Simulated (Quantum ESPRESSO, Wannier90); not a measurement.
# Wannier functions of CdS (wurtzite)

```yaml
crystal:
  lattice:
    - [4.16884, 0.00000, 0.00000]
    - [-2.08442, 3.61032, 0.00000]
    - [0.00000, 0.00000, 6.77962]
  atoms:
    - { symbol: Cd, position: [0.66667, 0.33333, 0.50022] }
    - { symbol: Cd, position: [0.33333, 0.66667, 0.00022] }
    - { symbol: S, position: [0.66667, 0.33333, 0.87678] }
    - { symbol: S, position: [0.33333, 0.66667, 0.37678] }
```

Structure: Materials Project mp-672, symmetrised, not relaxed again. COD (Crystallography Open Database) has the formula in 2 space groups, this one among them (matched by group alone). Method: PBEsol plane waves in Quantum ESPRESSO 7.5 (PseudoDojo norm-conserving files, 82 Ry, no spin polarisation, no spin-orbit coupling), Bloch states on a 6×6×4 mesh through Γ, Wannier90 4.0.1. Density: 12×12×6 mesh, Gaussian smearing 0.01 Ry.

Base run: 16 functions from bands 9-10,21-48 of the 48 computed, start hydrogen-like Cd: s;p; S: s;p, frozen window up to 2.53 eV relative to the valence-band maximum, outer window open. Bands 11–20 (Cd 4d 95 %) lie between the kept ones and are excluded. One thing is changed at a time; window edges are relative to the valence-band maximum. The misfit compares interpolated bands with pw.x on a high-symmetry path, for states up to 2.0 eV relative to the valence-band maximum. Converged means that the tolerances were met: symmetric starts can stop on a saddle, which shows as a larger Ω_OD at equal Ω_I and can move the misfit too.

```json
[
 {"setting": "base", "functions": "16", "frozen to (eV)": "2.53", "Ω_I (Å²)": "25.24", "Ω_D (Å²)": "0.01", "Ω_OD (Å²)": "3.86", "rms misfit (meV)": "1.8", "worst (meV)": "8.4", "ended": "converged"},
 {"setting": "frozen window to 1.53 eV", "functions": "16", "frozen to (eV)": "1.53", "Ω_I (Å²)": "25.23", "Ω_D (Å²)": "0.01", "Ω_OD (Å²)": "3.85", "rms misfit (meV)": "2.7", "worst (meV)": "29", "ended": "converged"},
 {"setting": "frozen window to 4.53 eV", "functions": "16", "frozen to (eV)": "4.53", "Ω_I (Å²)": "26.97", "Ω_D (Å²)": "0.03", "Ω_OD (Å²)": "3.81", "rms misfit (meV)": "2.3", "worst (meV)": "9.6", "ended": "converged"},
 {"setting": "frozen window to 0.53 eV", "functions": "16", "frozen to (eV)": "0.53", "Ω_I (Å²)": "25.23", "Ω_D (Å²)": "0.01", "Ω_OD (Å²)": "3.85", "rms misfit (meV)": "3.9", "worst (meV)": "43", "ended": "converged"},
 {"setting": "no frozen window", "functions": "16", "frozen to (eV)": "none", "Ω_I (Å²)": "24.64", "Ω_D (Å²)": "0.01", "Ω_OD (Å²)": "3.43", "rms misfit (meV)": "101", "worst (meV)": "245", "ended": "converged"}
]
```

Runs of this sweep that didn't settle are not listed.
